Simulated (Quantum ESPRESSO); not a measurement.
MgZnAlS3Cl, convergence and cost over cutoff and k mesh

A calculation, not a measurement. The program is pw.x of Quantum ESPRESSO 7.5 (plane-wave density functional theory). The cell is made up: 7 atoms on a zincblende/diamond lattice with one site empty, with randomly drawn elements, strain and displacements, not relaxed. PseudoDojo standard norm-conserving files (v0.5 for PBE, v0.4.1 for LDA and PBEsol) set the functional; there is no spin polarisation, spin-orbit coupling or dispersion term, and the masses in the input are unused placeholders. A spin-polarised start on this cell or one of its family kept no moment.

Input of the run in row 2:

```
&control calculation='scf', pseudo_dir='./dojo.nc.sr.pbe.v0_5.standard.upf', outdir='./o', disk_io='medium', tprnfor=.true., tstress=.true. /
&system ibrav=0, nat=7, ntyp=5, nbnd=35, ecutwfc=84.00895049, nosym=.true., tot_charge=0,
 occupations='smearing', smearing='fd', degauss=0.0018374661
/
&electrons conv_thr=7.350e-09, electron_maxstep=60, /
ATOMIC_SPECIES
Al 1.0 Al.upf
Cl 1.0 Cl.upf
Mg 1.0 Mg.upf
S 1.0 S.upf
Zn 1.0 Zn.upf
CELL_PARAMETERS angstrom
5.458 0.0 0.0
0.0 5.458 0.0
0.0 0.0 5.458
ATOMIC_POSITIONS angstrom
Mg -0.085 2.6476 2.7259
Zn 2.7269 0.0937 2.6302
Al 2.7318 2.8582 0.1056
S 1.4751 1.3936 1.1918
Cl 1.3867 4.1747 4.1201
S 4.0634 1.2688 4.0346
S 4.0597 4.1161 1.361
K_POINTS automatic
4 4 4 1 1 1
```

The same cell was run at these settings. Meshes are shifted by half a step, and differences are from the last row, which is itself not exact.

| cutoff (eV) | k mesh | k points solved | threshold (eV) | free energy less the last row's (eV) | pressure (GPa) | largest stress difference (GPa) | largest force difference (eV/Å) | iterations | wall time (s) | k-point pools | processor |
| --- | --- | --- | --- | --- | --- | --- | --- | --- | --- | --- | --- |
| 800 | 2 x 2 x 2 | 4 | 1e-04 | 1.995 | -16.68 | 16.76 | 0.049 | 6 | 46 | 1 | AMD EPYC, Zen 5 class |
| 1143 | 4 x 4 x 4 | 32 | 1e-07 | 0.001 | 0.06 | 0.00 | 0.005 | 10 | 515 | 1 | AMD EPYC, Zen 5 class |
| 1437 | 6 x 6 x 6 | 108 | 1e-07 | 0.000 | 0.07 | 0.00 | 0.000 | 10 | 1713 | 1 | AMD EPYC, Zen 5 class |

Each pool is one process. Wall times include start-up and a band step at six k points, which weighs most on the coarsest meshes. The runs were on shared virtual cores whose load varied, so times are rough.